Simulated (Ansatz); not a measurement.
Given:

CeO2 (fluorite)

```
CeO2
1.0
    0.00000     2.69928     2.69928
    2.69928     0.00000     2.69928
    2.69928     2.69928     0.00000
Ce O
1 2
Direct
  0.00000   0.00000   0.00000
  0.25000   0.25000   0.25000
  0.75000   0.75000   0.75000
```

Equation-of-state scan: isotropic scaling of the cell above, V₀ being its volume. Symmetry pins the atoms to their sites.

All values below come from PBEsol (plane waves to 420 eV, PAW, scalar-relativistic; Ansatz, a first-principles code). k mesh 11×11×11 (Γ-centred), Fermi-Dirac smearing 0.05 eV. E stands for the smeared free energy. Stress and pressure are positive under compression. CeO2 is run without spin polarisation. CeO2 was relaxed with its symmetry unable to fall. The PAW data are Ansatz's earlier set. The f-shell state is unchecked: a lower one may exist. ΔE is measured from the relaxed starting cell.

The scan covers V/V₀ from 0.840 to 1.160 in 13 points.

What is the fitted pressure derivative B₀′?

4.4.

What bulk modulus B₀ follows from a third-order Birch-Murnaghan fit?

191 GPa.

(A scan under strain: stresses follow from slopes of the energy per volume, elastic moduli from its curvatures.)
